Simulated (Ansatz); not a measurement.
Trial structure of TiW₂, not yet relaxed:

```yaml
crystal:
  lattice:
    - [4.51842, 0.00000, 0.00000]
    - [-2.25921, 3.91306, 0.00000]
    - [0.00000, 0.00000, 2.76695]
  atoms:
    - { symbol: Ti, position: [0.00000, 0.00000, 0.00000] }
    - { symbol: W, position: [0.33333, 0.66667, 0.33333] }
    - { symbol: W, position: [0.66667, 0.33333, 0.66667] }
```

Theory: Ansatz, DFT PBE, scalar-relativistic, plane waves, PAW. Plane waves to 420 eV, a k mesh through Γ of 6×6×6 on the computed 3-atom cell and Gaussian smearing (0.10 eV); no spin polarisation.

Formation energies are uncorrected and refer to the elements' standard structures at the same level.

Question: How far from equilibrium is it?

Answer: The pressure is -3.1 GPa (the mean over three directions, positive in compression), the largest force is 0.79 eV/Å, and the energy is −0.07 eV/atom against the elements. The shortest distance is 2.77 Å.

Question: How much does it gain on relaxing, and where does it end?

Answer: Relaxing gains under 0.1 eV/atom (the start's value is from the coarse mesh, so the gain is rough) in 10 ionic steps and ends at −0.07 eV/atom on the finer mesh. The symmetry stays P-3m1 (No. 164). The volume per atom shrinks by 1.3 %, from 16.3 to 16.1 Å³. The shortest distance goes from 2.77 Å (Ti–W, Ti–Ti and W–W) to 2.72 Å (W–W). Conventional cell: a = 4.486 Å, c = 2.772 Å. Around Ti lie 6 W at 2.76 Å, 2 Ti at 2.77 Å and 6 W at 3.16 Å; W has 5 W at 2.72–2.77 Å, 3 Ti at 2.76 Å, 3 Ti at 3.16 Å and 3 W at 3.23 Å.

The last run used a 12×12×16 mesh (in the run's order of axes) for its 3-atom cell and Gaussian smearing of 0.10 eV. These runs have no spin–orbit coupling, which can matter for W. The relaxation can't lower the symmetry of the start. Symmetry constrained the relaxation, so the result can be a saddle point.
